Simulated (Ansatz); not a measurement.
## ScSi3C4: computed properties

Level of theory: DFT PBE, scalar-relativistic, plane waves, PAW in Ansatz.

Settings: cutoff 420 eV, Γ-centred mesh 8×8×8 on the computed 8-atom cell, Gaussian smearing of 0.10 eV; no spin polarisation.

The structure is relaxed at this level of theory with its symmetry kept, and needn't be the ground state of this composition.

Space group P-43m (No. 215). a = 4.546 Å, b = 4.546 Å, c = 4.546 Å, α = 90.00°, β = 90.00°, γ = 90.00°
| atom | site | symmetry | x | y | z |
| --- | --- | --- | --- | --- | --- |
| Sc | 1a | -43m | 0.0000 | 0.0000 | 0.0000 |
| Si | 3c | -42.m | 0.0000 | 0.5000 | 0.5000 |
| C | 4e | .3m | 0.2711 | 0.2711 | 0.2711 |

```json
{
 "Space group": "P-43m (No. 215)",
 "Volume per atom": "11.74 Å³",
 "Formation energy from the elements' standard states (uncorrected)": "+0.139 eV/atom",
 "Kohn–Sham band gap": "none (metal)",
 "Density of states at the Fermi level": "10.4 states/eV per cell",
 "Orbital (Löwdin) character within 0.5 eV of the Fermi level": "C 2p 74 %, Sc 3d 18 %",
 "Bader charge by site (e)": "Sc (1 in the cell) 1.66, Si (3 in the cell) 2.66, C (4 in the cell) -2.41"
}
```

Spin polarisation was left out, and a magnetic state may lie lower.

The cell was found from a structure generator's guess, not taken from experiment. Löwdin shares on free-atom orbitals overweight diffuse shells.
